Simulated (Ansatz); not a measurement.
## Data sheet: LuPb₂ (DFT)

LuPb₂:
```cif
data_Lu2Pb4
_chemical_formula_sum 'Lu2 Pb4'
_space_group_name_H-M_alt 'I4/mmm'
_space_group_IT_number 139
_space_group_name_Hall '-I 4 2'
_cell_length_a 3.91805
_cell_length_b 3.91805
_cell_length_c 10.91645
_cell_angle_alpha 90.000
_cell_angle_beta 90.000
_cell_angle_gamma 90.000
loop_
_atom_site_label
_atom_site_type_symbol
_atom_site_symmetry_multiplicity
_atom_site_Wyckoff_symbol
_atom_site_fract_x
_atom_site_fract_y
_atom_site_fract_z
_atom_site_occupancy
Lu1 Lu 2 a 0.00000 0.00000 0.00000 1
Pb1 Pb 4 e 0.00000 0.00000 0.33802 1
```
(The calculation used a cell of 3 atoms; values per cell refer to that cell.)

Space group I4/mmm (No. 139), MoSi2 or CaC2 type; conventional cell a = b = 3.9180 Å, c = 10.9164 Å, α = β = γ = 90.00°.

Method: DFT-r²SCAN in the program Ansatz with PAW potentials. Geometry: relaxed at this level of theory. Other levels are named where they apply.

### Cell and energy

* **Volume per atom**: 27.93 Å³
* **Density**: 11.68 g/cm³
* **Formation energy from the elements (no fitted shifts)**: -0.19 eV/atom

### Electronic structure

- Electronic character: metallic (no gap)
- Density of states at the Fermi level: 0.88 states/eV per atom (mean over ±0.08 eV)

The workflow started from an entry of the Crystallography Open Database (COD). Its standing as an ambient phase is unchecked. The r²SCAN relaxation kept the symmetry of its start; whether a distortion lowers the energy is not shown. Axis ratios of metals converge slowly with the k-mesh, so a and c are less sure than the volume. The references are the lowest solids computed at this level, not always the standard phases. Scalar-relativistic: spin–orbit coupling is off unless named, which matters more the heavier the elements.

Potentials: the later of the program's two PAW sets.
